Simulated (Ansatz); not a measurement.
C:
```yaml
crystal:
  lattice:
    - [0.00000, 3.74479, 3.74479]
    - [3.74479, 0.00000, 3.74479]
    - [3.74479, 3.74479, 0.00000]
  atoms:
    - { symbol: C, position: [0.57055, 0.28836, 0.57055] }
    - { symbol: C, position: [0.96164, 0.67945, 0.67945] }
    - { symbol: C, position: [0.57055, 0.57055, 0.28836] }
    - { symbol: C, position: [0.67945, 0.96164, 0.67945] }
    - { symbol: C, position: [0.57055, 0.57055, 0.57055] }
    - { symbol: C, position: [0.67945, 0.67945, 0.67945] }
    - { symbol: C, position: [0.28836, 0.57055, 0.57055] }
    - { symbol: C, position: [0.67945, 0.67945, 0.96164] }
```

Relaxed with PBEsol.

Task: Which orbitals make up the states near the band edges in PBEsol (plane waves, PAW; program Ansatz)?

Result: Top 1 eV of the valence band: C 2p 97 %. Bottom 1 eV of the conduction band: C 2p 71 %, C 2s 11 %, outside the projected shells 18 %. Projections are on Löwdin-orthogonalised atomic valence shells; empty p or d shells of many metals are not among them.

Task: Tabulate the density of states.

Result: States/eV per cell of 8 atoms, in 0.25 eV bins, energy from the valence-band maximum.

| E (eV) | total | C 2p | C 2s |
|---|---|---|---|
| -7.85 | 4.14 | 3.89 | 0.20 |
| -7.60 | 4.77 | 4.55 | 0.17 |
| -7.35 | 4.69 | 4.53 | 0.11 |
| -7.10 | 2.98 | 2.88 | 0.07 |
| -6.85 | 1.84 | 1.78 | 0.04 |
| -6.60 | 1.17 | 1.14 | 0.03 |
| -6.35 | 0.69 | 0.68 | 0.01 |
| -6.10 | 0.27 | 0.26 | 0.00 |
| -5.85 | 0.01 | 0.01 | 0.00 |
| -5.60 | 0.23 | 0.23 | 0.00 |
| -5.35 | 0.76 | 0.75 | 0.01 |
| -5.10 | 1.37 | 1.35 | 0.02 |
| -4.85 | 2.40 | 2.36 | 0.04 |
| -4.60 | 3.33 | 3.27 | 0.05 |
| -4.35 | 3.09 | 3.02 | 0.06 |
| -4.10 | 2.15 | 2.09 | 0.05 |
| -3.85 | 1.35 | 1.29 | 0.05 |
| -3.60 | 1.32 | 1.27 | 0.04 |
| -3.35 | 0.89 | 0.86 | 0.03 |
| -3.10 | 1.24 | 1.20 | 0.03 |
| -2.85 | 1.28 | 1.24 | 0.03 |
| -2.60 | 1.96 | 1.88 | 0.07 |
| -2.35 | 2.20 | 2.12 | 0.07 |
| -2.10 | 2.34 | 2.25 | 0.07 |
| -1.85 | 2.21 | 2.14 | 0.06 |
| -1.60 | 1.38 | 1.33 | 0.04 |
| -1.35 | 0.92 | 0.88 | 0.03 |
| -1.10 | 0.64 | 0.62 | 0.02 |
| -0.85 | 0.45 | 0.43 | 0.01 |
| -0.60 | 0.29 | 0.28 | 0.01 |
| -0.35 | 0.17 | 0.17 | 0.00 |
| -0.10 | 0.03 | 0.03 | 0.00 |
| 0.15 | 0.00 | 0.00 | 0.00 |
| 0.40 | 0.00 | 0.00 | 0.00 |
| 0.65 | 0.00 | 0.00 | 0.00 |
| 0.90 | 0.00 | 0.00 | 0.00 |
| 1.15 | 0.00 | 0.00 | 0.00 |
| 1.40 | 0.00 | 0.00 | 0.00 |
| 1.65 | 0.00 | 0.00 | 0.00 |
| 1.90 | 0.00 | 0.00 | 0.00 |
| 2.15 | 0.02 | 0.02 | 0.00 |
| 2.40 | 1.46 | 1.37 | 0.02 |
| 2.65 | 2.94 | 2.04 | 0.22 |
| 2.90 | 3.98 | 2.75 | 0.46 |
| 3.15 | 5.09 | 3.42 | 0.80 |
| 3.40 | 3.59 | 2.25 | 0.65 |
| 3.65 | 2.72 | 1.73 | 0.51 |
| 3.90 | 3.64 | 2.16 | 0.77 |
| 4.15 | 3.73 | 2.01 | 0.81 |
| 4.40 | 2.64 | 1.34 | 0.52 |
| 4.65 | 2.40 | 0.96 | 0.56 |
| 4.90 | 3.78 | 1.20 | 1.02 |
| 5.15 | 4.19 | 1.80 | 1.09 |
| 5.40 | 4.12 | 1.58 | 1.18 |
| 5.65 | 2.86 | 0.83 | 1.02 |
| 5.90 | 3.25 | 0.97 | 1.21 |
| 6.15 | 2.30 | 0.82 | 0.73 |
| 6.40 | 3.75 | 1.47 | 0.89 |
| 6.65 | 3.73 | 1.22 | 0.86 |
| 6.90 | 4.57 | 1.81 | 1.03 |
| 7.15 | 2.42 | 0.80 | 0.54 |

Space group Fd-3m. The start of the workflow was typed in or built on a structure type. Its sites differ from those of the usual phase in this space group: another stacking or structure type. Symmetry was held in the PBEsol relaxation; its stability against distortions is not shown here.

Potentials: the earlier of the program's two PAW sets. The files were generated under PBE; for other functionals the program regenerates the frozen cores, and for LDA and PBEsol the local potential too.
